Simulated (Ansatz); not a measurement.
Mg2H6Ru:
Space group Fm-3m (No. 225); a = 6.517 Å, b = 6.517 Å, c = 6.517 Å, α = 90.00°, β = 90.00°, γ = 90.00°

```tsv
atom	site	symmetry	x	y	z
Mg	8c	-43m	0.2500	0.2500	0.2500
H	24e	4m.m	0.0000	0.0000	0.2559
Ru	4a	m-3m	0.0000	0.0000	0.0000
```
(The calculation used a cell of 9 atoms; values per cell refer to that cell.)

Relaxed with LDA.

Task: Which orbitals make up the states near the band edges in LDA (plane waves, PAW; program Ansatz)?

Result: Top 1 eV of the valence band: Ru 4d 72 %, H 1s 23 %. Bottom 1 eV of the conduction band: H 1s 35 %, Ru 4d 32 %, Mg 3s 18 %, outside the projected shells 15 %. Projections are on Löwdin-orthogonalised atomic valence shells; empty p or d shells of many metals are not among them.

Task: Tabulate the density of states.

Result: States/eV per cell of 9 atoms, in 0.25 eV bins, energy from the valence-band maximum.

```
E (eV)  total  H 1s  Ru 4d  Mg 3s
------  -----  ----  -----  -----
-7.85    0.33  0.15   0.00   0.09
-7.60    0.42  0.20   0.00   0.11
-7.35    0.51  0.25   0.00   0.13
-7.10    0.60  0.31   0.01   0.14
-6.85    0.69  0.37   0.02   0.15
-6.60    0.82  0.46   0.03   0.16
-6.35    1.04  0.61   0.08   0.16
-6.10    1.50  0.90   0.17   0.17
-5.85    1.57  1.00   0.26   0.13
-5.60    0.30  0.20   0.06   0.02
-5.35    1.02  0.65   0.12   0.11
-5.10    1.45  0.90   0.21   0.10
-4.85    1.41  0.85   0.29   0.09
-4.60    1.87  1.03   0.57   0.12
-4.35    1.04  0.54   0.38   0.07
-4.10    3.26  1.45   1.73   0.05
-3.85    6.01  2.86   2.47   0.56
-3.60    3.62  1.72   1.46   0.36
-3.35    1.77  0.93   0.56   0.21
-3.10    1.06  0.64   0.20   0.16
-2.85    1.18  0.72   0.22   0.16
-2.60    1.80  1.11   0.35   0.22
-2.35    1.68  1.08   0.31   0.17
-2.10    1.64  1.11   0.30   0.12
-1.85    1.64  1.10   0.33   0.09
-1.60    1.87  1.18   0.47   0.09
-1.35    2.42  1.32   0.83   0.13
-1.10    3.14  1.32   1.49   0.14
-0.85    3.80  1.32   2.15   0.11
-0.60    5.55  1.22   3.98   0.10
-0.35    4.45  1.13   3.12   0.02
-0.10   12.28  2.44   9.49   0.02
0.15     0.00  0.00   0.00   0.00
0.40     0.00  0.00   0.00   0.00
0.65     0.00  0.00   0.00   0.00
0.90     0.00  0.00   0.00   0.00
1.15     0.00  0.00   0.00   0.00
1.40     0.00  0.00   0.00   0.00
1.65     0.00  0.00   0.00   0.00
1.90     0.00  0.00   0.00   0.00
2.15     0.00  0.00   0.00   0.00
2.40     0.00  0.00   0.00   0.00
2.65     0.00  0.00   0.00   0.00
2.90     0.00  0.00   0.00   0.00
3.15     0.43  0.17   0.19   0.02
3.40     0.74  0.29   0.29   0.05
3.65     1.17  0.44   0.40   0.15
3.90     2.93  0.94   0.75   0.79
4.15     1.54  0.51   0.37   0.38
4.40     0.42  0.12   0.07   0.12
4.65     0.24  0.06   0.04   0.07
4.90     0.21  0.06   0.04   0.04
5.15     1.14  0.44   0.32   0.09
5.40     1.88  0.65   0.48   0.29
5.65     4.40  0.93   0.92   1.79
5.90     3.15  0.74   0.54   1.18
6.15     2.44  0.63   0.37   0.85
6.40     1.32  0.40   0.22   0.30
6.65     2.10  0.56   0.23   0.67
6.90     3.70  0.74   0.36   1.09
7.15     2.61  0.57   0.26   0.32
7.40     3.42  0.51   0.24   0.29
7.65     3.08  0.42   0.18   0.30
```

The first step of the workflow began from a Materials Project structure, measured or hypothetical; the Crystallography Open Database copy checked does not list it. Its standing as an ambient phase is unchecked. The cell was relaxed with LDA under the symmetry of its start; phonons on a q-mesh show no instability. No spin polarisation was allowed. Scalar-relativistic: spin–orbit coupling is off unless named, which matters more the heavier the elements.

Potentials: the later of the program's two PAW sets.
